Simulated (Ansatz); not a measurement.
Polymorphs of ScOF, each relaxed with r²SCAN (plane waves, PAW; program Ansatz):

A: P2_1/c
a = 5.1681 Å, b = 5.1461 Å, c = 5.2363 Å, α = γ = 90.00°, β = 99.82°

| atom | site | symmetry | x | y | z |
|---|---|---|---|---|---|
| Sc | 4e | 1 | 0.6918 | 0.4725 | 0.2877 |
| O | 4e | 1 | 0.4559 | 0.2462 | 0.4877 |
| F | 4e | 1 | 0.0576 | 0.6727 | 0.3406 |

B: P4/nmm
a = 3.5922 Å, b = 3.5922 Å, c = 5.1137 Å, α = 90.00°, β = 90.00°, γ = 90.00°

```tsv
atom	site	symmetry	x	y	z
Sc	2c	4mm	0.0000	0.5000	0.2927
O	2b	-4m2	0.5000	0.5000	0.5000
F	2a	-4m2	0.0000	0.0000	0.0000
```

C: P2_1
a = 5.0378 Å, b = 5.0746 Å, c = 5.2180 Å, α = γ = 90.00°, β = 93.42°

```tsv
atom	site	symmetry	x	y	z
Sc	2a	1	0.2579	0.2233	0.0169
Sc	2a	1	0.2806	0.7470	0.4483
F	2a	1	0.0645	0.3773	0.3723
O	2a	1	0.0725	0.8897	0.1415
F	2a	1	0.4402	0.4940	0.7425
O	2a	1	0.5315	0.4948	0.2510
```

**Question.** Rank these by energy per atom at 0 K (lowest first), as r²SCAN gives it.

**Answer.** A (+0 meV/atom), B (+83 meV/atom), C (+104 meV/atom)

**Question.** Give each one's gap.

**Answer.** A 5.04 eV; B 4.92 eV; C 4.91 eV.

Typed or built starts, not in the databases checked: C. Standing as an ambient phase not checked: A; B. All cells were relaxed under the symmetry of their starts (and spin orders); stability against distortions was not tested throughout. Rows with no word on spin ran without spin polarisation.

Energies hold the estimated change up to a 700 eV cutoff; steps of a few meV lie near the error of the meshes.

Potentials: the later of the program's two PAW sets.
